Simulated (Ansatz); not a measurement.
**Sr3Zn2As4 in Ansatz, relaxation**

Run with:

```bash
ansatz run input.yaml --threads 2 --pin off --max-ram 2560MiB --backend cpu --events-out ev --progress --plain --runs-dir out
```

input.yaml:

```yaml
crystal:
  lattice:
    - [0.0, 4.37684, 0.0]
    - [8.231636, -2.18842, 0.0]
    - [2.764148, 0.0, -6.465766]
  atoms:
    - { symbol: Sr, position: [0.1437, 0.2874, 0.41856] }
    - { symbol: Sr, position: [0.8563, 0.7126, 0.58144] }
    - { symbol: Sr, position: [0.0, 0.0, 0.0] }
    - { symbol: Zn, position: [0.32838, 0.65676, 0.96341] }
    - { symbol: Zn, position: [0.67162, 0.34324, 0.03659] }
    - { symbol: As, position: [0.20638, 0.41276, 0.83267] }
    - { symbol: As, position: [0.79362, 0.58724, 0.16733] }
    - { symbol: As, position: [0.48895, 0.9779, 0.67972] }
    - { symbol: As, position: [0.51105, 0.0221, 0.32028] }
  symmetry: { tolerance: 0.0003 }
kpoints:
  mp_grid: { grid: [4, 4, 4], shift: [0, 0, 0] }
magnetization:
  spin_polarized: false
scf:
  occupations: { method: fermi_dirac }
  lower_state_search: "off"
hamiltonian:
  pseudopotentials: { kind: paw }
  xc: pbe
  hubbard:
    projectors: all-electron-ortho-atomic
    sites: [{ species: As, l: p, u_eff: 3.38 }]
basis:
  ecutwfc: 420
  fft_grid_basis: typed
relax:
  max_steps: 80
  cell: { p_target: 0.0 }
  f_tol: 0.03
output:
  forces: true
  stress: true
  eigenvalues: true
  populations: true
  elf: true
  write_potential: true
  volumetric_format: npy
  dos:
    e_range: [-12, 8]
    de: 0.05
    projected: { site_lists: { As: [As], Sr: [Sr], Zn: [Zn] } }
  bader: false
checkpoint:
  read: saved_state
```

Origin of the cell: a known structure type with other elements, at an estimated volume, so it need not be a known compound.

The smearing width isn't typed, so it takes its default of 0.1 eV.

The saved state is a converged single point of the same cell.

Steps («new basis» is an SCF on plane waves selected anew at the same cell):

```json
{"step": "1", "ΔF (meV/atom)": "0.0", "max force component (eV/Å)": "0.878", "P (GPa)": "-0.79", "volume (Å³)": "232.95", "SCF iterations": "7", "step was": "accepted"}
{"step": "2", "ΔF (meV/atom)": "-13.7", "max force component (eV/Å)": "0.158", "P (GPa)": "0.94", "volume (Å³)": "221.15", "SCF iterations": "8", "step was": "accepted"}
{"step": "3", "ΔF (meV/atom)": "-16.8", "max force component (eV/Å)": "0.061", "P (GPa)": "0.16", "volume (Å³)": "224.82", "SCF iterations": "7", "step was": "accepted"}
{"step": "4", "ΔF (meV/atom)": "-17.1", "max force component (eV/Å)": "0.008", "P (GPa)": "0.00", "volume (Å³)": "225.33", "SCF iterations": "6", "step was": "accepted"}
{"step": "5", "ΔF (meV/atom)": "-17.0", "max force component (eV/Å)": "0.008", "P (GPa)": "0.00", "volume (Å³)": "225.33", "SCF iterations": "7", "step was": "new basis"}
```

Step 1, with forces in eV/Å:

```xyz
9
Lattice="0.000 4.377 0.000 8.232 -2.188 0.000 2.764 0.000 -6.466" Properties=species:S:1:pos:R:3:forces:R:3 pbc="T T T" step=1
Sr    3.523    0.000   -2.706   -0.027    0.000   -0.105
Sr    7.473    2.188   -3.759    0.027    0.000    0.105
Sr    0.000    0.000    0.000    0.000    0.000    0.000
Zn    8.069    0.000   -6.229    0.153    0.000   -0.053
Zn    2.927    2.188   -0.237   -0.153    0.000    0.053
As    5.699    0.000   -5.384   -0.355    0.000    0.410
As    5.296    2.188   -1.082    0.355    0.000   -0.410
As    9.929    0.000   -4.395    0.333    0.000   -0.878
As    1.067    2.188   -2.071   -0.333    0.000    0.878
```

Step 2, with forces in eV/Å:

```xyz
9
Lattice="0.000 4.338 0.000 7.986 -2.169 0.014 2.671 0.000 -6.379" Properties=species:S:1:pos:R:3:forces:R:3 pbc="T T T" step=2
Sr    3.375    0.000   -2.683    0.143    0.000   -0.079
Sr    7.282    2.169   -3.682   -0.143    0.000    0.079
Sr    0.000    0.000    0.000    0.000    0.000    0.000
Zn    7.815    0.000   -6.185    0.052    0.000   -0.053
Zn    2.843    2.169   -0.180   -0.052    0.000    0.053
As    5.464    0.000   -5.185    0.158    0.000   -0.039
As    5.193    2.169   -1.181   -0.158    0.000    0.039
As    9.676    0.000   -4.374   -0.063    0.000    0.040
As    0.981    2.169   -1.991    0.063    0.000   -0.040
```

Step 3, with forces in eV/Å:

```xyz
9
Lattice="0.000 4.334 0.000 8.059 -2.167 0.003 2.704 0.000 -6.435" Properties=species:S:1:pos:R:3:forces:R:3 pbc="T T T" step=3
Sr    3.439    0.000   -2.727    0.025    0.000   -0.061
Sr    7.324    2.167   -3.706   -0.025    0.000    0.061
Sr    0.000    0.000    0.000    0.000    0.000    0.000
Zn    7.899    0.000   -6.241    0.027    0.000   -0.029
Zn    2.864    2.167   -0.191   -0.027    0.000    0.029
As    5.544    0.000   -5.255   -0.015    0.000    0.036
As    5.219    2.167   -1.177    0.015    0.000   -0.036
As    9.752    0.000   -4.417    0.011    0.000   -0.028
As    1.011    2.167   -2.015   -0.011    0.000    0.028
```

Step 5, with forces in eV/Å:

```xyz
9
Lattice="0.000 4.324 0.000 8.069 -2.162 -0.015 2.722 0.000 -6.464" Properties=species:S:1:pos:R:3:forces:R:3 pbc="T T T" step=5
Sr    3.458    0.000   -2.768    0.000    0.000    0.002
Sr    7.332    2.162   -3.712    0.000    0.000   -0.002
Sr    0.000    0.000    0.000    0.000    0.000    0.000
Zn    7.922    0.000   -6.287   -0.008    0.000   -0.007
Zn    2.869    2.162   -0.193    0.008    0.000    0.007
As    5.565    0.000   -5.276   -0.006    0.000   -0.006
As    5.226    2.162   -1.203    0.006    0.000    0.006
As    9.768    0.000   -4.455    0.004    0.000    0.001
As    1.023    2.162   -2.024   -0.004    0.000   -0.001
```

```
Free energy lowered by  : 17.0 meV/atom
Volume change           : -3.27 %
Final pressure          : 0.00 GPa
Relaxation steps listed : 5
```

Caveats: the k mesh is coarse if the cell is a metal; the relaxation held the start's symmetry, so the end may be a saddle point.

Time: 27 s on 2 threads of AMD EPYC 9R45 96-Core Processor (Zen 5), with other jobs on the host, peak memory 0.96 GiB, from a saved density.
